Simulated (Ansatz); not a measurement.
## SiC: computed property card

SiC:
```
CELL_PARAMETERS angstrom
      3.14831     0.00000     0.00000
     -1.57415     2.72651     0.00000
      0.00000     0.00000     4.65332
ATOMIC_POSITIONS crystal
  Si 0.33333 0.66667 0.25000
  Si 0.66667 0.33333 0.75000
  C  0.33333 0.66667 0.75000
  C  0.66667 0.33333 0.25000
```

Space group P6_3/mmc (No. 194); conventional cell a = 3.1483 Å, b = 3.1483 Å, c = 4.6533 Å, α = 90.00°, β = 90.00°, γ = 120.00°.

Method: LDA in the plane-wave PAW code Ansatz. Structure relaxed to zero pressure with the same functional. Other levels are named where they apply.

Cell and energy:

```json
{
 "volume_per_atom": "9.99 Å³",
 "density": "3.33 g/cm³",
 "Formation energy from the elements (no fitted shifts)": "0.17 eV/atom"
}
```

Electronic structure:

```json
{
  "electronic_character": "metallic (no gap)",
  "Density of states at the Fermi level": "0.06 states/eV per atom (mean over ±0.08 eV)"
}
```

Mechanics:

```json
{
  "Bulk modulus (Birch–Murnaghan fit)": "115 GPa",
  "Pressure derivative B′": "12.1",
  "Elastic constants (relaxed ions, GPa)": "C11 = 517, C12 = 254, C13 = 98.1, C33 = 143, C44 = 153",
  "mechanical_stability": "stable (all eigenvalues of C positive)",
  "hill_bulk_and_shear_moduli": "184 and 126 GPa",
  "Young's modulus": "307 GPa",
  "Poisson's ratio": "0.22",
  "debye_temperature_from_the_elastic_constants": "939 K"
}
```

Phonons:

```json
{
  "highest_zone_centre_frequency": "937 cm⁻¹",
  "zone_centre_stability": "unstable, softest mode 601i cm⁻¹"
}
```

The start of the workflow was typed in or built on a structure type; neither database checked (COD, Materials Project) lists it. It is not the phase usual at ambient conditions (space group No. 186, 216). The LDA relaxation kept the symmetry of its start. The volume moved by -49 % from the start of the relaxation. Its formation energy is positive at this level, so the cell may be metastable or incomplete. A crystal of weakly bound layers computed without a dispersion correction: the cell and the soft elastic constants depend strongly on that. As this level gives no gap, shear constants depend on the k-mesh and smearing (Fermi–Dirac, 0.1 eV here). As this level gives no gap, phonon frequencies hold no LO–TO term and depend on the k-mesh and smearing (Fermi–Dirac, 0.1 eV here). The references are the lowest solids computed at this level, not always the standard phases.

Potentials: the later of the program's two PAW sets.
